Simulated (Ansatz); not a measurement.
Values for one crystal, relaxed and computed with DFT-LDA in the program Ansatz with PAW potentials; other levels are named.

| Item | Value |
|---|---|
| Volume per atom | 34.36 Å³ |
| Electronic character | metallic (no gap) |
| Young's modulus | 75.7 GPa |
| Zone-centre stability | no imaginary mode at Γ |
| Bulk modulus (Birch–Murnaghan fit) | 56.4 GPa |
| Pressure derivative B′ | 4.3 |
| Elastic constants (relaxed ions, GPa) | C11 = 143, C12 = 13.2, C44 = 16.5 |

Pick the material that matches.
A) Al2Cu, I4/mcm (Al on 8h, Cu on 4a)
B) LaBi, rock salt
C) TaRu, L1₀ or tetragonal B2
D) AlOs, CsCl type

B, LaBi, rock salt

Space group Fm-3m (rock salt). The first step of the workflow began from a Materials Project structure, measured or hypothetical; the Crystallography Open Database files this formula in space group No. 225, but the cells were not matched. Whether it is the stable phase at ambient conditions was not checked. The cell was relaxed with LDA under the symmetry of its start. As this level gives no gap, shear constants depend on the k-mesh and smearing (Fermi–Dirac, 0.1 eV here). Scalar-relativistic: spin–orbit coupling is off unless named, which matters more the heavier the elements.

Potentials: the later of the program's two PAW sets.
